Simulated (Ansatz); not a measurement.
Calculation for HBr: DFT, PBEsol, all-electron PAW with datasets made for the crystal, scalar-relativistic (Ansatz 0.2.0).

The cell comes from a relaxation on PAW files under the same functional, begun from a database entry that needn't be the ground state.

Command: `ansatz run input.yaml --threads 1 --pin off --max-ram 2048MiB --backend cpu --events-out ev --progress --plain --runs-dir out` It took 12 s on 1 thread of Intel(R) Xeon(R) Platinum 8259CL CPU @ 2.50GHz (Skylake/Cascade Lake) (shared host), peak memory 0.59 GiB.

```yaml
crystal:
  lattice:
    - [0.0, 3.8549733966, 3.8560144851]
    - [1.6714071272, 0.0, 3.8560144851]
    - [1.6714071272, 3.8549733966, 0.0]
  atoms:
    - { symbol: H, position: [0.0, 0.0, 0.0] }
    - { symbol: Br, position: [0.5, 0.5, 0.5] }
kpoints:
  mp_grid: { grid: [9, 9, 9] }
scf:
  occupations: { method: fermi_dirac, width: 0.02 }
hamiltonian:
  xc: pbesol
  pseudopotentials: { kind: all_electron, datasets: crystal }
output:
  forces: true
  stress: true
  eigenvalues: true
  efg: { contact_densities: true }
```

Output:

```
hamiltonian.pseudopotentials.datasets: crystal makes datasets for this crystal and solves the spheres of its atoms anew in each pass: cutoff 300.0 eV, the density's 1500.0 eV; for an error of 0.50 meV an atom under PBE, 1.0 meV for the cell; an energy difference from a run of another recipe may be off by several times the error for the cell, under r2SCAN by more, where some 0.1 meV an atom stays at smaller errors; H in spheres of 0.730 Å, 1 of its electrons in bands; Br in spheres of 0.937 Å, 7 of its electrons in bands, 10 on its site; only band paths and densities of states list, in semicore columns, the levels of the semicore shells that are solved separately: 3d of Br
Engine: ansatz 0.2.0
Pseudopotentials: kind: all_electron
Pseudopotential: H, paw, valence charge 1, recommended cutoff 300 eV (normal), crystal/all_electron/pbesol/scalar/gaussian/H, Koelling and Harmon's equation, gaussian nucleus
Pseudopotential: Br, paw, valence charge 17, recommended cutoff 300 eV (normal), crystal/all_electron/pbesol/scalar/gaussian/Br, Koelling and Harmon's equation, gaussian nucleus
Functional definition: PBEsol
  exchange = pbesol_x
  correlation = pbesol_c
Crystal: 2 atoms, lattice volume = 49.690 Å³
Basis set: ecut = 300 eV, 565 PW (Γ), exchange–correlation on 72×54×54 points (8 copies of the dense FFT grid, shifted against one another)
Bands: 8, of which v1, the nominal top of the filled ones, is band 4 counted from 1 (3 counted from 0)
Symmetry: 8 space group operations
Space group: Fmmm (ITA 69), of the structure as read, at distance tolerance 3.7e-5 Å
k-points: 125 of 729
Non-local potential: H, projectors of the file, l = 0: 1, l = 1: 1
Non-local potential: Br, projectors of the file, l = 0: 1, l = 1: 1
PAW form: soft (Blöchl's): semilocal exchange-correlation on the pseudo side does not see the compensation charge
PAW one-centre angular grid: H, 110 points (default); XC on its mesh's 2055 points in the sphere
PAW one-centre angular grid: Br, 110 points (default); XC on its mesh's 1777 points in the sphere
Initial density: superposition of atomic densities (neutral atoms: chi_scale 0, normalization atom)
Initial wavefunctions: pseudopotential atomic-orbital guess
Functional: x = pbesol(κ = 0.804, μ = 0.12345679012345678), c = pbesol(β = 0.046)
iter 1 solved again at ethr=1.90e-3 eV; its pass at ethr=1.00e-1 eV (dr2=1.52e-1 eV) is discarded
SCF iter   1: F=—  HF=-70894.041609 eV  |F-HF|=—  |Δ(HF+E_count)|=         —  Δρ=1.70e-2  dr2=1.48e-1  ethr=1.90e-3  ⟨swp⟩=5.1  Hψ=7818  notcnv=0
preconditioner: auto → none  [insulator: Δε(μ)=1.888 eV  Ē_g=13.989 eV  σ=0.020 eV  W_gap=1.00  n_scr=4 (ndim 8)  ℏωp=14.9 eV  f_vac=0.105  D(μ)=0.00/eV (n_scr^D=0)  ε∞_Penn≈2.1]
iter 2 solved again at ethr=1.74e-4 eV; its pass at ethr=1.86e-3 eV (dr2=1.39e-2 eV) is discarded
SCF iter   2: F=—  HF=-70894.021398 eV  |F-HF|=—  |Δ(HF+E_count)|=   2.02e-2  Δρ=6.95e-3  dr2=1.40e-2  ethr=1.74e-4  ⟨swp⟩=2.5  Hψ=5019  notcnv=0  defer=36
SCF iter   3: F=—  HF=-70894.024945 eV  |F-HF|=—  |Δ(HF+E_count)|=   3.55e-3  Δρ=1.60e-3  dr2=1.77e-3  ethr=1.74e-4  ⟨swp⟩=3.0  Hψ=2234  notcnv=0  defer=22
SCF iter   4: F=—  HF=-70894.025001 eV  |F-HF|=—  |Δ(HF+E_count)|=   5.69e-5  Δρ=2.20e-4  dr2=1.15e-5  ethr=2.21e-5  ⟨swp⟩=3.3  Hψ=2319  notcnv=0  defer=28
SCF iter   5: F=—  HF=-70894.025009 eV  |F-HF|=—  |Δ(HF+E_count)|=   7.20e-6  Δρ=7.44e-5  dr2=1.51e-6  ethr=1.43e-7  ⟨swp⟩=3.0  Hψ=2712  notcnv=0  defer=6
SCF iter   6: F=-70894.025010 eV  HF=-70894.025010 eV  |F-HF|=5.43e-9  |Δ(HF+E_count)|=   9.79e-7  Δρ=6.80e-6  dr2=1.76e-8  ethr=1.88e-8  ⟨swp⟩=2.7  Hψ=1656  notcnv=0  defer=4
SCF 1 converged in 6 iterations: F = -70894.025000 eV  dr2 = 1.76e-8
  Residual-converged pass: ⟨swp⟩=4.0  Hψ=2396  notcnv=0  max |occ|·‖R‖ = 5.2e-6 eV (tolerance 5.3e-6 eV)  dr2=1.89e-8  dr2_onsite=4.46e-8  max |Δocc| = 1.5e-21
  greatest PAW one-centre occupation: 0.598 electrons in one spin orbital (limit 2), on the Br atom at site 1 (counted from 0), in its partial waves of l = 0
SCF converged after 6 iterations
Free energy (F): -70894.025000 eV
Harris-Foulkes:  -70894.025000 eV  (|F-HF|=5.43e-9)
Internal energy: -70894.025000 eV  (E = F + TS)
E sigma→0 (E₀):  -70894.025000 eV
Past the cutoff: the bands carry plane waves up to 1.75 times it, of which those up to 1.5 times it add -0.000076 eV an atom, each by itself; the spheres take 0.000188 eV an atom off the energy for waves past 1.75 times it
By the cutoff:   a pressure is off by up to 0.006 GPa (1.2 times the spheres' own share and the shells' term, over an atom's volume, and 0.004 GPa: a bound that held against runs at twice the plane waves)
Past the cutoffs: a stress includes 0.0002 GPa for waves and charges beyond them, in addition to the slope of what the spheres take
In the spheres:  the bands' charges fall short by 1.7e-7 e at most (sound up to 1e-3), those of shells solved beside the bands by 9.4e-8 e (sound up to 5e-4)
Fermi energy:    0.636708 eV
--- Per-component energies (eV) ---
  E_band       = -38.997707
  E_kinetic    = 141.574029
  E_local      = -3826.690661  (includes V_loc(G=0)·N_el)
  E_nonlocal   = 23.269302
  E_hartree    = 1602.190919
  E_xc         = -120.199635
  E_vxc        = -138.868599  (∫ρ·V_xc dr)
  E_paw        = -74024.773715  (= ΣΔE_a)
  E_vpaw       = -6344.719322  (= ΣTr[D̂ρ^β])
  E_ewald      = -1591.457478
  E_smearing   = -0.000000  (= −TS)
  E_closure    = 6902.062238  (closes the sum)
  Σ components = -70894.025000   (vs F -70894.025000, Δ=0.00e0)
  The terms above E_closure are by the made datasets' own strengths, without shells solved beside the bands.
--- Forces (eV/Å), atoms counted from 1 ---
  atom   1  H      0.00000000     0.00000000     0.00000000
  atom   2  Br     0.00000000     0.00000000     0.00000000
  max |Σ_I F_I| component: 0.00e0 eV/Å
--- Stress (GPa, compression-positive) ---
       -0.024764       0.000000       0.000000
        0.000000       0.006605       0.000000
        0.000000       0.000000       0.005639
  P = ⅓ Tr σ = -0.0042 GPa (-0.042 kbar)
  It holds what live shells' own plane waves past their cutoff add
--- PAW observables at the nuclei: V_zz in 10²¹ V/m², potentials from the cell's mean, atoms counted from 1 ---
  atom   1  H  V_zz =    +1.016605   η = 0.0000   by run symmetry: allowed
            electrostatic potential = -30.920743 V   contact ρ = 2.083367 e/Å³
  atom   2  Br V_zz =   +68.250717   η = 0.0000   by run symmetry: allowed
            electrostatic potential = -4899.492105 V   contact ρ = 292780.918512 e/Å³
--- Band table (eV; the first three rows and the last of 125) ---
  k-point 0: bands = ["-14.3669", "-0.4265", "-0.4049", "-0.4037", "1.6018", "5.8540"]
  k-point 1: bands = ["-14.2450", "-2.1835", "-0.4118", "-0.3913", "3.6454", "6.1842"]
  k-point 2: bands = ["-13.9025", "-4.3181", "-0.4091", "-0.3513", "6.4669", "7.1920"]
  k-point 124: bands = ["-14.1328", "-2.2835", "-1.7409", "-0.2612", "3.5397", "8.7588"]
```
